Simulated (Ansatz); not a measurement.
LiBr:
```
CELL_PARAMETERS angstrom
      0.00000     2.70550     2.70550
      2.70550     0.00000     2.70550
      2.70550     2.70550     0.00000
ATOMIC_POSITIONS crystal
  Li 0.00000 0.00000 0.00000
  Br 0.50000 0.50000 0.50000
```

Tensor components refer to the Cartesian frame of this cell.

Question: Give the high-frequency dielectric tensor and the Born effective charge tensors of the independent atoms from DFPT, DFT-PBEsol in the program Ansatz with PAW potentials.

Answer: 
ε∞:
```
3.56  0.00  0.00
0.00  3.56  0.00
0.00  0.00  3.56
```
Z* of atom 1 (Li), rows: field, columns: displacement, in e:
```
1.22  0.00  0.00
0.00  1.22  0.00
0.00  0.00  1.22
```
Z* of atom 2 (Br), rows: field, columns: displacement, in e:
```
-1.22   0.00   0.00
 0.00  -1.22   0.00
 0.00   0.00  -1.22
```

Static charges for comparison (Bader): Li1 +0.89, Br2 -0.89 e. Born charges measure polarisation by displacement and can exceed these by far.

Space group Fm-3m (rock salt). The cell was relaxed with PBEsol under the symmetry of its start. Scalar-relativistic: spin–orbit coupling is off unless named, which matters more the heavier the elements.

Potentials: the later of the program's two PAW sets.
